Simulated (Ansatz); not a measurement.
GeB₂W₂:
```yaml
crystal:
  lattice:
    - [3.13841, 0.00000, 0.00000]
    - [-1.56920, 2.71794, 0.00000]
    - [0.00000, 0.00000, 6.75335]
  atoms:
    - { symbol: W, position: [0.33333, 0.66667, 0.71825] }
    - { symbol: W, position: [0.33333, 0.66667, 0.28175] }
    - { symbol: Ge, position: [0.00000, 0.00000, 0.00000] }
    - { symbol: B, position: [0.00000, 0.00000, 0.50000] }
    - { symbol: B, position: [0.66667, 0.33333, 0.50000] }
```

Relaxed with DFT-r²SCAN in the program Ansatz with PAW potentials. Indices refer to the conventional cell of P-6m2, a = 3.1384 Å, b = 3.1384 Å, c = 6.7533 Å, α = 90.00°, β = 90.00°, γ = 120.00°.

Q: Simulate the powder diffraction pattern (Cu Kα1, λ = 1.54056 Å; lines above 1 %) up to 2θ = 90°.

A: Simulated powder pattern, Cu Kα1, λ = 1.54056 Å (kinematic, ideal powder, no thermal factors, no anomalous dispersion; the 30 strongest lines at most, above 1 %, up to 2θ = 90°):

```
2θ (°)  d (Å)  I/Imax (%)         hkl
------  -----  ----------  ----------
26.37   3.377          23      (0002)
32.93   2.718          71  (1 0 -1 0)
35.58   2.521          16  (1 0 -1 1)
40.02   2.251         9.4      (0003)
42.67   2.117         100  (1 0 -1 2)
52.76   1.734          13  (1 0 -1 3)
54.29   1.688         6.5      (0004)
58.80   1.569          27  (1 1 -2 0)
64.97   1.434         9.8  (1 0 -1 4)
65.54   1.423          12  (1 1 -2 2)
69.06   1.359         9.0  (2 0 -2 0)
69.54   1.351         1.7      (0005)
70.64   1.332         2.2  (2 0 -2 1)
73.51   1.287         9.8  (1 1 -2 3)
75.32   1.261          19  (2 0 -2 2)
79.11   1.210          14  (1 0 -1 5)
82.92   1.163         3.6  (2 0 -2 3)
84.16   1.149          11  (1 1 -2 4)
```

The start of the workflow was typed in or built on a structure type; neither database checked (COD, Materials Project) lists it. Whether it is the stable phase at ambient conditions was not checked. The cell was relaxed with r²SCAN under the symmetry of its start; whether a distortion lowers the energy is not shown. The run is not spin-polarised. Scalar-relativistic: spin–orbit coupling is off unless named, which matters more the heavier the elements.

Potentials: the earlier of the program's two PAW sets.
